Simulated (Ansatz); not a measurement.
This is a single-point calculation with Ansatz on a 4-atom cell of P (Cmce) from a materials database; the level of theory is LDA. The geometry is the r2SCAN+rVV10 minimum.

The input:
```yaml
crystal:
  lattice:
    - [1.6518914478, -5.3432859542, 0.0]
    - [1.6518914478, 5.3432859542, 0.0]
    - [0.0, 0.0, 4.4650432591]
  atoms:
    - { symbol: P, position: [0.400892943, 0.599107057, 0.9149561209] }
    - { symbol: P, position: [0.599107057, 0.400892943, 0.0850438791] }
    - { symbol: P, position: [0.099107057, 0.900892943, 0.4149561209] }
    - { symbol: P, position: [0.900892943, 0.099107057, 0.5850438791] }
kpoints:
  mp_grid: { grid: [8, 8, 6] }
  band_path:
    path:
      - [0.0, 0.0, 0.0]
      - [-0.5, 0.5, 0.0]
      - [-0.2738938528, 0.7261061472, 0.0]
      - [0.2738938528, 0.2738938528, 0.0]
      - [0.0, 0.0, 0.5]
      - [0.2738938528, 0.2738938528, 0.5]
      - [-0.2738938528, 0.7261061472, 0.5]
      - [-0.5, 0.5, 0.5]
      - [0.0, 0.5, 0.0]
      - [-0.45, 0.45, 0.0]
      - [-0.4547787706, 0.5452212294, 0.0]
    npoints: 1
hamiltonian:
  xc: lda
scf:
  occupations: { method: fermi_dirac, width: 0.02 }
  n_extra_bands: 5
output:
  forces: true
  stress: true
  eigenvalues: true
```

Command: `ansatz run input.yaml --threads 2 --pin off --max-ram 29491MiB --backend cpu --events-out ev --progress --plain --runs-dir out`. It took 3.2 s on 2 threads of AMD EPYC 7R13 Processor (Zen 3), on a shared host, load about 0.9 per core; peak host memory 0.5 GiB.

The log, with set-up remarks and timings taken out:
```
scf.n_extra_bands = 5 over 10 filled bands (N_el = 20.0): the run solves 15 bands
Functional definition: SPW92
Crystal: 4 atoms, lattice volume = 78.822 Å³
Basis set: ecut = 420 eV, 1547 PW (Γ)
Symmetry: 8 space group operations
Space group: Cmce (ITA 64)
k-points: 84 of 384
preconditioner: auto → none  [σ=0.020 eV  ℏωp=18.7 eV]
SCF converged after 7 iterations
Free energy (F): -2903.744054 eV
Internal energy: -2903.744038 eV  (E = F + TS)
E sigma→0 (E₀):  -2903.744046 eV
Entropy (-TS):   -0.000017 eV (-0.004 meV/atom)
Fermi energy:    7.125976 eV
--- Forces (eV/Å), atoms counted from 1 ---
  atom   1  P       0.00000      0.00473      0.10408
  atom   2  P       0.00000    -0.00473    -0.10408
  atom   3  P       0.00000    -0.00473      0.10408
  atom   4  P       0.00000      0.00473    -0.10408
--- Stress (GPa, compression-positive) ---
       -2.895371       0.000000       0.000000
        0.000000      -1.845533       0.000000
        0.000000       0.000000      -2.267242
  P = ⅓ Tr σ = -2.3360 GPa (-23.360 kbar)
```

bands.tsv, columns around the gap (it counts bands from 0):
```tsv
# k_distance	band_5	band_6	band_7	band_8	band_9	band_10	band_11	band_12	band_13
# fermi_ev = 7.125976
# [0, 0, 0] at k_distance = 0.000000
# [-0.5, 0.5, 0] at k_distance = 0.587951
# [-0.2738938528, 0.7261061472, 0] at k_distance = 1.447976
# [0.2738938528, 0.2738938528, 0] at k_distance = 2.063383
# [0, 0, 0.5] at k_distance = 3.320514
# [0.2738938528, 0.2738938528, 0.5] at k_distance = 4.362305
# [-0.2738938528, 0.7261061472, 0.5] at k_distance = 4.977712
# [-0.5, 0.5, 0.5] at k_distance = 5.837737
# [0, 0.5, 0] at k_distance = 7.056628
# [-0.45, 0.45, 0] at k_distance = 8.036187
# [-0.4547787706, 0.5452212294, 0] at k_distance = 8.217963
# levels_relative_to = fermi_ev
0.000	-4.846	-4.101	-2.932	-2.629	-1.362	0.482	0.921	1.741	2.826
0.588	-5.537	-4.238	-2.402	-1.641	-0.118	0.124	0.588	2.022	2.676
1.448	-5.285	-3.724	-3.411	-2.778	-2.433	0.625	0.642	1.012	1.767
2.063	-5.285	-3.724	-3.411	-2.778	-2.433	0.625	0.642	1.012	1.767
3.321	-4.683	-3.281	-3.281	-1.530	-1.530	1.283	1.283	2.643	2.643
4.362	-6.298	-4.803	-4.803	-1.854	-1.854	1.662	1.662	3.351	3.351
4.978	-6.298	-4.803	-4.803	-1.854	-1.854	1.662	1.662	3.351	3.351
5.838	-3.318	-2.728	-2.728	-1.878	-1.878	1.255	1.255	2.391	2.391
7.057	-5.515	-3.408	-3.408	-2.719	-2.719	0.556	0.556	1.189	1.189
8.036	-5.522	-4.235	-2.407	-1.733	-0.025	0.084	0.594	2.020	2.680
8.218	-5.581	-4.762	-2.991	-1.599	-0.030	0.010	1.395	2.057	2.760
```
In order the rows are Γ, Y, C₀, Σ₀, Z, A₀, E₀, T, S, Γ–Y (0.90), Y–C₀ (0.20).

LDA shows no clear gap: PBE's bands cross or nearly cross beside Y–C₀ (0.20 of the way from Y), and the 0.04 eV read at that one point says little, since a crossing moves with the functional. With the atoms held, the mean pressure is -2.34 GPa (compression positive). The largest force is 0.10 eV/Å.

Spin-unpolarised throughout; all numbers are computed.
